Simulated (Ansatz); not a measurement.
**Al₂GaP₃: stable or not**

The cell was found from a structure generator's guess, not taken from experiment.

The calculation used DFT PBE, scalar-relativistic, plane waves, PAW (Ansatz). The final run on the 12-atom cell used 420 eV, a Γ-centred 6×6×4 mesh, 0.02 eV smearing and no spin polarisation.

```cif
data_structure
_symmetry_space_group_name_H-M 'P31m'
_symmetry_Int_Tables_number 157
_cell_length_a 6.7306
_cell_length_b 6.7306
_cell_length_c 6.3887
_cell_angle_alpha 90.000
_cell_angle_beta 90.000
_cell_angle_gamma 120.000
_cell_volume 250.64
loop_
_atom_site_label
_atom_site_type_symbol
_atom_site_symmetry_multiplicity
_atom_site_Wyckoff_symbol
_atom_site_fract_x
_atom_site_fract_y
_atom_site_fract_z
_atom_site_occupancy
Al1 Al 1 a 0.00000 0.00000 0.00039 1
Al2 Al 3 c 0.66674 0.66674 0.49968 1
Ga1 Ga 2 b 0.33333 0.66667 0.00096 1
P1 P 2 b 0.33333 0.66667 0.37584 1
P2 P 1 a 0.00000 0.00000 0.37447 1
P3 P 3 c 0.66708 0.66708 0.87417 1
```

Formation energies are uncorrected and refer to the elements' standard structures at the same level. The references include black phosphorus.

Question: These tests were run: energy against the elements; random kick, then relaxation without symmetry; phonons at Γ. What do they show?

Answer:

```
                                         test                       result
                  energy against the elements               −0.558 eV/atom
random kick, then relaxation without symmetry                      returns
                                 phonons at Γ  lowest optical mode 94 cm⁻¹
```

It fails none of these tests. Whether a mixture of other phases lies lower isn't tested here. Phonons away from Γ weren't computed.

The reference form of P is held partly by dispersion forces, which this level lacks. The kick test ran on a coarse mesh. The run for the phonons used a 6×6×4 k mesh.
